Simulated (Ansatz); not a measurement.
**SiO₂: a ladder of calculations**

Cell of run 1: an entry of the Crystallography Open Database (COD) (listed for 0.2 GPa), atoms as given.

Space group P4_12_12 (No. 92); a = 4.9501, c = 6.8760 Å.

```
site  Wyckoff  site symmetry       x       y       z
  Si       4a            ..2  0.3027  0.3027  0.0000
   O       8b              1  0.2388  0.1086  0.1817
```

One atom of each set is listed.

Relaxed positions (PBE, cell held):

Si (0.3076, 0.3076, 0.0000)
O (0.2355, 0.1212, 0.1877)

All runs are DFT with Ansatz 0.2.0 (plane waves and PAW, scalar-relativistic unless spin–orbit coupling is named, Γ-centred meshes, Fermi–Dirac smearing where given) in this cell.

Run 1: PBE, gradients read without the response of the cores, atoms as given; 420 eV, 5×5×4 k-points, smearing 0.02 eV.
Run 2: PBE, gradients read without the response of the cores, atoms relaxed; 420 eV, 5×5×4 k-points, smearing 0.02 eV.
Run 3: r2SCAN, gradients read without the response of the cores, at the relaxed atoms; 500 eV, 5×5×4 k-points, smearing 0.02 eV.

| run | Si V_zz (η) | O V_zz (η) |
| --- | --- | --- |
| 1 | -0.51 (0.86) | 9.27 (0.16) |
| 2 | ? | ? |
| 3 | -0.36 (0.84) | 9.55 (0.21) |

V_zz in 10²¹ V/m².

Problem. Estimate the row of run 2.

Solution. Si: -0.36 (0.90); O: 9.63 (0.21). It lies nearest to run 3, from whose tensors on these sites it differs by 0.09 at most (largest principal value of the difference, on O). Taken one at a time, the positions of the atoms (as given or relaxed) move the tensors on these sites by up to 0.52 (largest principal value of the change, on O), the functional (r2SCAN with its higher cutoff) by 0.09 (O).

In runs 1, 3 the atoms aren't at the calculated equilibrium (largest force 0.51, 0.32 eV/Å). The cell isn't the equilibrium one in run 1 (calculated pressure 8 GPa), and the entry's cell may itself be off.
